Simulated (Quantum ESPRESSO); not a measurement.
Quadrupole interaction in SiO₂ (changed cell)

```
O2Si
1.0
    4.94272     0.00000     0.00000
    0.00000     4.94272     0.00000
    0.00000     0.00000     7.07261
Si O
4 8
Direct
  0.69716   0.69716   0.50000
  0.80284   0.19716   0.75000
  0.30284   0.30284   0.00000
  0.19716   0.80284   0.25000
  0.88770   0.76174   0.31915
  0.73826   0.38770   0.56915
  0.11230   0.23826   0.81915
  0.26174   0.61230   0.06915
  0.38770   0.73826   0.43085
  0.23826   0.11230   0.18085
  0.61230   0.26174   0.93085
  0.76174   0.88770   0.68085
```
The cell was made here from a computed Materials Project entry: strained by +2 % along the unique axis and by -1 % across it, atoms relaxed (PBE without dispersion, pw.x of a modified build of Quantum ESPRESSO, symmetry kept). The parent is SiO2 in P4₁2₁2. Stability against distortions was not tested.

Convention: |Vzz| is the largest principal value, η_Q = (Vxx − Vyy)/Vzz, |C_Q| = |eQVzz/h|. Cores are frozen. Against all-electron runs on small test molecules, this scheme's |Vzz| missed by −6 % on Si, −2 to +6 % on O. Static lattice: thermal averaging is not included.

Quadrupole moments taken as inputs (sizes, barn, from the tables of PySCF and pymatgen): ¹⁷O 0.0256.

Task: What do the calculations give at each independent site (field gradients by PBE PAW (JTH datasets; density from pw.x of Quantum ESPRESSO, gradients reconstructed from it by a script), 22.5 Ha, k-mesh 5×5×4 through Γ)?

Result: 
```csv
site,site symmetry,Vzz (10²¹ V/m²),η_Q,∣C_Q∣ (MHz)
"Si (atoms 1, 2, 3, 4)",2,-0.62,0.36,–
"O (atoms 5, 6, 7, 8, 9, 10, …)",1,9.15,0.15,5.66 (¹⁷O)
```
